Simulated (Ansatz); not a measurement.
Values for one crystal, relaxed and computed with plane-wave PAW r²SCAN (Ansatz code); other levels are named.

* **Volume per atom**: 13.53 Å³
* **Band gap**: 2.55 eV (indirect)
* **Bulk modulus (Birch–Murnaghan fit)**: 40.0 GPa
* **Smallest direct gap on the standard path**: 2.68 eV
* **Electron effective mass**: 0.34, 0.51, 0.64 mₑ (principal values)
* **HSE06 gap on the r²SCAN cell**: 3.12 eV
* **Formation energy from the elements (no fitted shifts)**: -1.24 eV/atom

Task: Which of these materials gives this?
(A) Rb2ScInCl6, Fm-3m (Rb on 8c, Sc on 4a, In on 4b, Cl on 24e)
(B) Cs2LiAlF6, P-3m1 (Cs on 2d, Li on 1a, Al on 1b, F on 6i)
(C) Li5NCl2, R-3m (Pearson symbol hR8)
(D) Cs2LiIrC6N6, Fm-3m (Pearson symbol cF64)

Result: C, Li5NCl2, R-3m (Pearson symbol hR8)

The first step of the workflow began from a Materials Project structure, measured or hypothetical; the Crystallography Open Database copy checked does not list it. Its standing as an ambient phase is unchecked. The r²SCAN relaxation kept the symmetry of its start; whether a distortion lowers the energy is not shown. The references are the lowest solids computed at this level, not always the standard phases (solids in place of the gases).

Potentials: the later of the program's two PAW sets.
